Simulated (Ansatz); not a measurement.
# YAlGe (Cmcm): electronic heat capacity and spin susceptibility from the density of states

The calculation used Ansatz, DFT r2SCAN, scalar-relativistic, plane waves, PAW.

Plane waves to 500 eV, a k mesh through Γ of 10×10×6 on the computed 6-atom cell and Gaussian smearing (0.10 eV); no spin polarisation.

Relaxed cell: Cmcm, a = 4.033 Å, b = 10.465 Å, c = 5.762 Å, α = 90.00°, β = 90.00°, γ = 90.00°, 6 atoms in the primitive cell. Whether it is the stable form of this composition wasn't checked.

The density of states at the Fermi level is 1.455 states/eV in the cell of 6 atoms (2 formula units; both spins, tetrahedra on a 15×15×9 mesh). Averaged over bins of 0.1 eV the density runs from 1.3 to 1.9 states/eV within 0.2 eV of the Fermi level, so the figure hangs on the exact place of that level.

**Question.** What Sommerfeld coefficient and Pauli susceptibility does this give?

**Answer.** Per formula unit N(E_F) = 0.727 states/eV. γ = (π²/3) k_B² N(E_F) N_A = 2.357 mJ/(mol K²) per state/eV, so γ = 1.7 mJ/(mol K²), a mole of formula units. χ_P = μ_B² N(E_F) N_A = 3.23×10⁻⁵ emu/mol per state/eV gives 2.4×10⁻⁵ emu/mol. This is the bare band result: a measured γ of the same phase is as a rule larger by a factor 1 + λ from phonons and spin fluctuations, the spin part of χ is larger by the Stoner factor, and a measured χ also holds orbital and core terms. N(E_F) at one energy is sensitive to the mesh where the density of states has sharp peaks.